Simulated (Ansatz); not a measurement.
According to the program Ansatz at the LDA level (PAW), La in the dhcp (α-La type) structure (P6_3/mmc) relaxes to a = 3.584 Å, c = 11.560 Å.

Electronic character: metallic (no gap).

The bulk modulus is 29.6 GPa. The relaxed-ion elastic constants in GPa are C11 = 60.6, C12 = 18.4, C13 = 9.9, C33 = 68.0, C44 = 16.4. The elastic constants imply a Debye temperature near 175 K.

The LDA relaxation kept the symmetry of its start. As this level gives no gap, shear constants depend on the k-mesh and smearing (Fermi–Dirac, 0.1 eV here). Axis ratios of metals converge slowly with the k-mesh, so a and c are less sure than the volume. Spin–orbit coupling is left out wherever it is not named.

Potentials: the later of the program's two PAW sets.
